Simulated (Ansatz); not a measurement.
With DFT-PBE in the program Ansatz with PAW potentials, InP in the hexagonal phase (P6_422; In on 3c, P on 3d) relaxes to a = 4.182 Å, c = 9.390 Å. Its formation energy from the elements is -0.070 eV/atom, with no fitted shifts.

Electronic character: no gap, with almost no states at the Fermi level (zero-gap or semimetallic). Gap from PBE with spin–orbit coupling: none (metallic).

The start of the workflow was typed in or built on a structure type; neither database checked (COD, Materials Project) lists it. It is not the phase usual at ambient conditions (space group No. 216). The PBE relaxation kept the symmetry of its start; whether a distortion lowers the energy is not shown. The references are the lowest solids computed at this level, not always the standard phases. Scalar-relativistic: spin–orbit coupling is off unless named, which matters more the heavier the elements.

Potentials: the later of the program's two PAW sets.
